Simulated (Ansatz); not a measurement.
# LiH: sound and stiffness along [100], [110] and [111]

These are results of DFT LDA, scalar-relativistic, plane waves, PAW in Ansatz 0.2.0, not measurements. Cutoff 420 eV, 10×10×10 k-points (Γ-centred), fixed occupations. No spin polarisation.

Equilibrium structure at this level:
```cif
data_structure
_symmetry_space_group_name_H-M 'Fm-3m'
_symmetry_Int_Tables_number 225
_cell_length_a 3.9090
_cell_length_b 3.9090
_cell_length_c 3.9090
_cell_angle_alpha 90.000
_cell_angle_beta 90.000
_cell_angle_gamma 90.000
_cell_volume 59.73
loop_
_atom_site_label
_atom_site_type_symbol
_atom_site_symmetry_multiplicity
_atom_site_Wyckoff_symbol
_atom_site_fract_x
_atom_site_fract_y
_atom_site_fract_z
_atom_site_occupancy
Li1 Li 4 a 0.00000 0.00000 0.00000 1
H1 H 4 b 0.50000 0.00000 0.00000 1
```

With ions relaxed, on the cubic axes: C11 = 101.4, C12 = 10.2, C44 = 51.5 GPa. The density is 0.884 g/cm³.

Question: Is the crystal stable against strain, and how anisotropic is it?

Answer: Born's conditions hold: C11 + 2C12 = 121.8, C11 − C12 = 91.2 and C44 = 51.5 GPa are all positive. B = (C11 + 2C12)/3 = 40.6 GPa. The two shear moduli are C44 and C′ = (C11 − C12)/2 = 45.6 GPa, so Zener's ratio is A = C44/C′ = 1.13: nearly isotropic. The Cauchy pressure C12 − C44 is -41.3 GPa; it would vanish for pair forces between atoms on inversion centres at zero pressure, and a negative value is usual with directional bonding, though many-body forces give one in some ionic oxides too.

Question: Give the sound speeds along the three symmetry directions.

Answer: The Christoffel equation gives ρv² for each branch:
```tsv
direction	branch	ρv²	GPa	v (m/s)
[100]	L	C11	101.4	10711
[100]	T (×2)	C44	51.5	7636
[110]	L	(C11 + C12 + 2C44)/2	107.3	11019
[110]	T, u ∥ [001]	C44	51.5	7636
[110]	T, u ∥ [1-10]	(C11 − C12)/2	45.6	7183
[111]	L	(C11 + 2C12 + 4C44)/3	109.3	11120
[111]	T (×2)	(C11 − C12 + C44)/3	47.6	7337
```

Question: How does Young's modulus depend on direction?

Answer: Inverting gives S11 = 10.047, S12 = -0.918, S44 = 19.406 TPa⁻¹. Along a unit vector (l, m, n), 1/E = S11 − 2(S11 − S12 − S44/2)(l²m² + m²n² + n²l²), where the last bracket is 0, 1/4 and 1/3 for [100], [110] and [111]: E = 100, 106 and 109 GPa. With A > 1 the body diagonal is stiffest. For a film on (001), the biaxial modulus is C11 + C12 − 2C12²/C11 = 110 GPa and the normal strain is −2C12/C11 = -0.20 times the in-plane one.

Cost: 2 runs of about 0.18 core-minutes in all, on Arm Neoverse V2 (shared hosts).